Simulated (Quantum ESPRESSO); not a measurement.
Simulation results for Si4NO6F (made-up cell)

All values are calculated (Quantum ESPRESSO 7.5). Calculation on a made-up crystal cell, not a measurement: periodic Kohn-Sham density functional theory in plane waves with PseudoDojo standard norm-conserving scalar-relativistic pseudopotentials, each functional with its own files (v0.5 for PBE, v0.4.1 for LDA and PBEsol), no spin polarisation, no spin-orbit coupling, atoms not relaxed, stress positive in tension, energies less a fixed whole-eV offset for each atom's element; levels are Kohn-Sham levels at fractions of this cell's reciprocal vectors, counted from the reference band (half the neutral cell's valence electrons, rounded up) at Gamma; error bars cover cutoff and k-mesh only, not smearing or the files; each bar is the largest change over components, and at least 0.002 eV, 0.002 eV per angstrom or 0.02 GPa; added strain carries the atoms with the cell, and shear is the tensor component; no dispersion term; energies are for the whole cell, and the offsets were chosen from early runs and are not element reference energies.

Settings shared by all entries: lattice type rutile, doubled along c; functional pbe; cutoff 1143 eV; fermi dirac smearing 0.025 eV; scf tolerance 1e-07 eV; electrons removed 0; added strain kind biaxial xx and yy; k mesh 5 x 5 x 4, shifted by half a step.

(1) Si4NO6F (made-up cell)

Unstrained structure:
```
Si4NO6F
1.0
      4.3751     0.0250     0.0791
      0.0250     4.2503    -0.0187
      0.1006    -0.0238     5.4872
Si O F O N O
4 3 1 1 1 2
Direct
  0.00053 0.01878 -0.00665
  0.47749 0.48676 0.25225
  0.00801 -0.00341 0.48752
  0.49805 0.50246 0.75452
  0.29252 0.30377 0.00999
  0.65596 0.68556 -0.01922
  0.83237 0.20157 0.25389
  0.17254 0.80178 0.24434
  0.30053 0.29333 0.49335
  0.71782 0.69383 0.48436
  0.77594 0.19845 0.75881
  0.20033 0.79226 0.75063
```

Settings of this run: added strain -0.021 and structure shown before the added strain of -0.021.

It finds free energy less offsets 9.57 eV; scf iterations 11; smearing term minus ts 0 eV; pressure 7.928 GPa; stress xx -2.613 GPa; stress yy -15.34 GPa; stress zz -5.832 GPa; stress yz -2.648 GPa; stress xz 6.007 GPa; stress xy 12.78 GPa; reference band 32; error bar energy 0.002149 eV; error bar stress 0.03172 GPa; error bar force 0.002 eV/Å; error bar next band up 0.002 eV; error bars from tighter rerun of a related cell.

Atoms:
```
atoms element  atom site  atom energy offset (eV)
           Si          1                     -115
           Si          2                     -115
           Si          3                     -115
           Si          4                     -115
            O          5                     -452
            O          6                     -452
            O          7                     -452
            F          8                     -677
            O          9                     -452
            N         10                     -283
            O         11                     -452
            O         12                     -452
```

Forces:
```
site  x (eV/Å)  y (eV/Å)  z (eV/Å)
   1    -3.468    0.7614    -3.351
   2     6.366     0.332     1.166
   3    -4.878    0.6817     4.978
   4     1.845    0.6755    -4.125
   5   -0.1324   -0.6452   -0.1634
   6     2.004     1.875     4.465
   7   -0.8914   -0.7177     -2.35
   8     2.027    -1.305    -1.884
   9    -0.655   -0.6616    0.1061
  10    -3.295    -1.119    0.3115
  11     3.117    -1.839    0.2322
  12    -2.039     1.963    0.6145
```

Levels:
```
level k point  next band up (eV)
        Gamma              2.024
(1/2,1/2,1/2)              3.886
   (0.15,0,0)              2.419
   (0,0.15,0)              2.386
   (0,0,0.15)              2.302
```

(2) Si4NO6F (made-up cell)

The structure is that of entry 1.

It was run with added strain -0.0126 and structure shown before the added strain of -0.0126.

Results for Si4NO6F (made-up cell): free energy less offsets 9.504 eV; scf iterations 12; smearing term minus ts 0 eV; pressure 3.312 GPa; stress xx 2.692 GPa; stress yy -9.656 GPa; stress zz -2.973 GPa; stress yz -2.47 GPa; stress xz 5.74 GPa; stress xy 12.86 GPa; reference band 32; error bar energy 0.002149 eV; error bar stress 0.03172 GPa; error bar force 0.002 eV/Å; error bar next band up 0.002 eV; error bars from tighter rerun of a related cell.

Atoms:
```
atoms element  atom site  atom energy offset (eV)
           Si          1                     -115
           Si          2                     -115
           Si          3                     -115
           Si          4                     -115
            O          5                     -452
            O          6                     -452
            O          7                     -452
            F          8                     -677
            O          9                     -452
            N         10                     -283
            O         11                     -452
            O         12                     -452
```

Forces:
```
site  x (eV/Å)  y (eV/Å)  z (eV/Å)
   1    -3.326    0.9272    -3.289
   2     6.236    0.3332      1.14
   3    -4.869    0.6611     4.815
   4     1.891    0.6911    -3.953
   5  -0.09299   -0.5848   -0.1748
   6     1.748      1.62     4.277
   7   -0.6883   -0.8637    -2.256
   8     1.909    -1.183    -1.784
   9   -0.6033   -0.5982   0.08089
  10    -3.275    -1.159    0.2933
  11     3.096    -1.819    0.2462
  12    -2.025     1.975    0.6047
```

Levels:
```
level k point  next band up (eV)
        Gamma              1.833
(1/2,1/2,1/2)              3.722
   (0.15,0,0)              2.238
   (0,0.15,0)              2.207
   (0,0,0.15)              2.115
```
